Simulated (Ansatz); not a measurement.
# SnSe (P4/nmm), stationary points along a deformation path

All numbers below come from DFT r2SCAN, scalar-relativistic, plane waves, PAW in Ansatz. Cutoff 500 eV, Γ-centred 8×8×4 k-points, Gaussian smearing of 0.05 eV. No spin polarisation. Energies are free energies at this smearing, counted from the undisturbed cell; pressure is positive in compression.

Zero of the scan (as given, not relaxed at this level; it stands at 0.0 GPa; this form isn't the usual structure):

```
CELL_PARAMETERS angstrom
4.28533 0.00000 0.00000
0.00000 4.28533 0.00000
0.00000 0.00000 10.99069
ATOMIC_POSITIONS crystal
Sn 0.50000 0.00000 0.37223
Sn 0.00000 0.50000 0.62777
Se 0.50000 0.00000 0.61604
Se 0.00000 0.50000 0.38396
```

The cell holds layers and no dispersion correction was added, so their binding is poorly described.

At fixed volume and fractional coordinates, lengths along (0.000, 0.000, 1.000) are scaled against those across it; ρ is that ratio over its starting value. V = 50.458 Å³/atom. Δσ is the stress along the axis less the mean stress across it (compression positive).

```csv
ρ,ΔE (meV/atom),Δσ (GPa),space group
0.800,346.3,16.46,P4/nmm
0.850,172.4,11.01,P4/nmm
0.920,41.1,4.99,P4/nmm
0.960,9.0,2.24,P4/nmm
1.000,0.0,-0.09,P4/nmm
1.050,13.3,-2.44,P4/nmm
1.100,46.2,-4.23,P4/nmm
1.200,147.3,-6.70,P4/nmm
1.300,275.9,-8.61,P4/nmm
```

**Question.** How does the stress give the slope of the energy, and where is the energy stationary?

**Answer.** Along the path d ln(length) is 2/3 d ln ρ on the axis and −1/3 d ln ρ across it, so dE/d ln ρ = −(2/3) V Δσ: the energy falls with ρ where Δσ is positive. Δσ vanishes or changes sign between ρ = 0.960 and 1.000, a minimum (near 1.00 by linear interpolation). Pairs of stationary points between two samples would go unseen, and could change a minimum read from distant neighbours into a maximum.

**Question.** Integrate that slope from ρ = 1 to 1.200 by the trapezoid rule.

**Answer.** With V/N in Å³ and 1 eV/Å³ = 160.2 GPa the slopes at ρ = 1.000, 1.050, 1.100, 1.200 are 18, 512, 888, 1406 meV/atom per unit of ln ρ. The steps add 12.9 + 32.5 + 99.8 = 145.3 meV/atom, against 147.3 from the energies; the trapezoid rule misses the curvature of the slope within each step.

Forces appear on the atoms along this scan, and letting them relax would lower the energy and soften the response.

Cost: 9 runs of about 2.8 core-minutes in all, on Intel Xeon 6975P-C (Granite Rapids) (shared hosts).